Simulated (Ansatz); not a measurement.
# Data sheet: Rh (DFT)

Rh:
```yaml
crystal:
  lattice:
    - [-1.51438, 1.51438, 1.51438]
    - [1.51438, -1.51438, 1.51438]
    - [1.51438, 1.51438, -1.51438]
  atoms:
    - { symbol: Rh, position: [0.00000, 0.00000, 0.00000] }
```

Space group Im-3m (No. 229), bcc (W type); conventional cell a = b = c = 3.0288 Å, α = β = γ = 90.00°.

Method: PBEsol in the plane-wave PAW code Ansatz. The cell and atoms are relaxed at this level. Other levels are named where they apply.

### Cell and energy

Volume per atom: 13.89 Å³
Density: 12.30 g/cm³

### Electronic structure

Electronic character: metallic (no gap)
Density of states at the Fermi level: 2.9 states/eV per atom (mean over ±0.08 eV)
Gap with spin–orbit coupling: none (metallic)

### Mechanics

Bulk modulus (Birch–Murnaghan fit): 269 GPa
Pressure derivative B′: 5.1
Elastic constants (relaxed ions, GPa): C11 = 64.1, C12 = 372, C44 = 164
Mechanical stability: unstable (C has a negative eigenvalue)

The start of the workflow was typed in or built on a structure type; the Crystallography Open Database copy checked does not list it. It is not the phase usual at ambient conditions (space group No. 225). The PBEsol relaxation kept the symmetry of its start. The run is not spin-polarised. As this level gives no gap, shear constants depend on the k-mesh and smearing (Fermi–Dirac, 0.1 eV here). On the denser mesh and wider smearing of the elastic run this cell carries a stress of 0.5 GPa. Scalar-relativistic: spin–orbit coupling is off unless named, which matters more the heavier the elements.

Potentials: the earlier of the program's two PAW sets. The files were generated under PBE; for other functionals the program regenerates the frozen cores, and for LDA and PBEsol the local potential too.
